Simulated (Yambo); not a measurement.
Yambo run on SrO (rock salt, space group Fm-3m, No. 225). The wavefunctions come from this Quantum ESPRESSO step (LDA, PseudoDojo standard norm-conserving files, scalar-relativistic):

```
&CONTROL
  calculation = 'nscf'
  pseudo_dir = './pseudo'
  outdir = './out'
/
&SYSTEM
  ibrav = 0
  nat = 2
  ntyp = 2
  ecutwfc = 84.0
  ecutrho = 336.0
  occupations = 'fixed'
  force_symmorphic = .true.
  nbnd = 80
/
&ELECTRONS
  conv_thr = 2e-09
  diago_full_acc = .true.
  diago_thr_init = 1e-08
/
ATOMIC_SPECIES
O 15.9990 O.upf
Sr 87.6200 Sr.upf
CELL_PARAMETERS angstrom
  0.000000000000   2.530424293000   2.530424293000
  2.530424293000   0.000000000000   2.530424293000
  2.530424293000   2.530424293000   0.000000000000
ATOMIC_POSITIONS crystal
O   0.000000000000   0.000000000000   0.000000000000
Sr   0.500000000000   0.500000000000   0.500000000000
K_POINTS automatic
6 6 6 0 0 0
```

Yambo input:

```
rim_cut
gw0
dyson
el_el_corr
HF_and_locXC
ppa
em1d
RandQpts= 1000000
RandGvec= 1 Ry
EXXRLvcs= 84 Ry
VXCRLvcs= 336 Ry
Chimod= "HARTREE"
% BndsRnXp
 1 | 77 |
%
NGsBlkXp= 10 Ry
% LongDrXp
 1.0 | 1.0 | 1.0 |
%
PPAPntXp= 27.2114 eV
% GbndRnge
 1 | 77 |
%
GTermKind= "BG"
DysSolver= "n"
ExtendOut
% QPkrange
 1 | 1 | 8 | 9 |
 13 | 13 | 8 | 9 |
%
```

k points by index: 1 = Γ, 13 = X.

The o-*.qp file then holds:

```
#    K-point    Band    Eo [eV]    E [eV]    E-Eo [eV]    Vxc [eV]    Vnlxc [eV]    Sc|Eo [eV]    Sc|E [eV]    dSc/dw|Eo [eV]    Re(Z)    Im(Z)
#
    1    8    0.000000    -1.043963    -1.043963    -18.85748    -24.17998    3.995074    4.278536    -7.387745    0.786474    -0.001209
    1    9    4.173144    5.038441    0.865297    -10.85670    -6.075737    -3.762105    -3.915665    -4.828658    0.849292    -0.862736E-3
    13    8    -0.038026    -1.121678    -1.083652    -18.74130    -24.06070    3.944959    4.235747    -7.301140    0.788448    -0.001201
    13    9    3.131356    4.187030    1.055675    -9.907784    -4.885657    -3.791307    -3.966453    -4.514250    0.857709    -0.832577E-3
```
(The two width columns are left out.) Convergence of these settings isn't established.

Geometry relaxed with LDA.
